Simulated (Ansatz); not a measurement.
AlNi (CsCl type)

```
AlNi
1.0
    2.89304     0.00000     0.00000
    0.00000     2.89304     0.00000
    0.00000     0.00000     2.89304
Al Ni
1 1
Direct
  0.00000   0.00000   0.00000
  0.50000   0.50000   0.50000
```

The slice is a {110} plane (indices of the conventional cell) through the point (0.500, 0.500, 0.500) (fractional), spanned by u = [100] and v = [011] in vectors of this cell: u (2.89 Å) and v (4.09 Å, at 90° to u). It covers one period; positions are fractions (u, v).

Calculation: PBE (plane waves to 420 eV, PAW, scalar-relativistic; Ansatz, a first-principles code). k mesh 16×16×16. Near the nuclei the fields are pseudised (PAW); where an atom keeps semicore shells as valence, they peak there. AlNi is run without spin polarisation. AlNi was relaxed with its symmetry unable to fall.

**Question.** What is the ELF at the midpoint of the shortest Al–Ni line in this plane (2.51 Å)?

**Answer.** 0.40.

**Question.** What is the valence density on the shortest Al–Ni line in this plane (2.51 Å), at its midpoint?

**Answer.** 0.29 e/Å³.

**Question.** The ELF has a maximum in the middle third of the Al–Ni line. Where, and how high?

**Answer.** 0.52, 1.0 Å from Al.

**Question.** Predict the map of the electrostatic potential energy of an electron, from the cell's mean on the slice.

**Answer.** 
```
|xxxxxxx=#@@@#=xxxxxx|
|xxxxxxx+%@@@%+xxxxxx|
|xxxxxxx*%@@@%*xxxxxx|
|xxxxxx=*%%@%%*=xxxxx|
|xxxxx-+*#####*+-xxxx|
|xxxx-=+++++++++=-xxx|
|--=====:.   .:=====-|
|***+=- xxxxxxx -=+**|
|%##+- xxxxxxxxx -+##|
|%%#=.xxxxxxxxxxx.=#%|
|%#*-xxxxxxxxxxxxx-*#|
|%#+.xxxxxxxxxxxxx.+#|
|##= xxxxxxxxxxxxx =#|
|##= xxxxxxxxxxxxx =#|
|##= xxxxxxxxxxxxx =#|
|%#+.xxxxxxxxxxxxx.+#|
|%#*-xxxxxxxxxxxxx-*#|
|%%#=.xxxxxxxxxxx.=#%|
|%##+- xxxxxxxxx -+##|
|***+=- xxxxxxx -=+**|
|--=====:.   .:=====-|
|xxxx-=+++++++++=-xxx|
|xxxxx-+*#####*+-xxxx|
|xxxxxx=*%%@%%*=xxxxx|
|xxxxxxx*%@@@%*xxxxxx|
|xxxxxxx+%@@@%+xxxxxx|
|xxxxxxx=#@@@#=xxxxxx|
|xxxxxxx=#@@@#=xxxxxx|
```
Scale: ten equal steps from 1.00 (start of ' ') to 9.39 (end of '@'), in the order ' .:-=+*#%@'. Values: electrostatic potential energy of an electron, from the cell's mean, in eV. The map has 20 points along u (one character each, u = 0 at the left) and 28 along v (v = 0 in the bottom row). Points within 1 Å of a nucleus are blanked (x), as the pseudised field means little there. Values under 1 eV are set to 1. The zero, the cell's mean, hangs on the PAW cores.
